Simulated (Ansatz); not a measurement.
**Sn3GeO4: stable or not**

The structure comes from a generated guess, relaxed at this level; another structure or a mixture of phases may lie lower.

All numbers below come from Ansatz 0.2.0, DFT PBE, scalar-relativistic, plane waves, PAW. Settings of the last relaxation (8-atom cell): 420 eV, 8×8×4 k points, Gaussian smearing of 0.02 eV, no spin polarisation.

```cif
data_structure
_symmetry_space_group_name_H-M 'Cm'
_symmetry_Int_Tables_number 8
_cell_length_a 5.4325
_cell_length_b 5.4173
_cell_length_c 9.8761
_cell_angle_alpha 90.000
_cell_angle_beta 90.579
_cell_angle_gamma 90.000
_cell_volume 290.63
loop_
_atom_site_label
_atom_site_type_symbol
_atom_site_symmetry_multiplicity
_atom_site_Wyckoff_symbol
_atom_site_fract_x
_atom_site_fract_y
_atom_site_fract_z
_atom_site_occupancy
Sn1 Sn 2 a 0.75673 0.50000 0.87408 1
Sn2 Sn 2 a 0.75004 0.50000 0.35823 1
Sn3 Sn 2 a 0.25218 0.50000 0.63667 1
Ge1 Ge 2 a 0.20867 0.50000 0.13954 1
O1 O 4 b 0.01211 0.74148 0.24059 1
O2 O 4 b 0.00408 0.24981 0.75515 1
```

The zero of energy is the elements' standard structures at the same level (O₂ as a molecule); no fitted shifts are applied. The references include grey tin.

Problem. These tests were run: energy against the elements; random kick, then relaxation without symmetry; phonons on a 2×2×1 q mesh; elastic tensor. What do they show?

Solution.

| test | result |
| --- | --- |
| energy against the elements | −1.199 eV/atom |
| random kick, then relaxation without symmetry | returns |
| phonons on a 2×2×1 q mesh | imaginary modes down to 150i cm⁻¹ |
| elastic tensor | least eigenvalue -1 GPa |

It fails 2 tests: phonons on a 2×2×1 q mesh and elastic tensor. So it isn't even a local minimum.

No dispersion correction is applied, so the spacing and binding between layers, chains or molecules are poorly described. The kick test ran on a coarse mesh. The run for the phonons used an 8×8×4 k mesh. The run for the elastic tensor used an 8×8×4 k mesh. Another cell of Sn3GeO4 relaxed alike, in Cm, lies 13 meV/atom lower, so this cell isn't the stable form at this level.
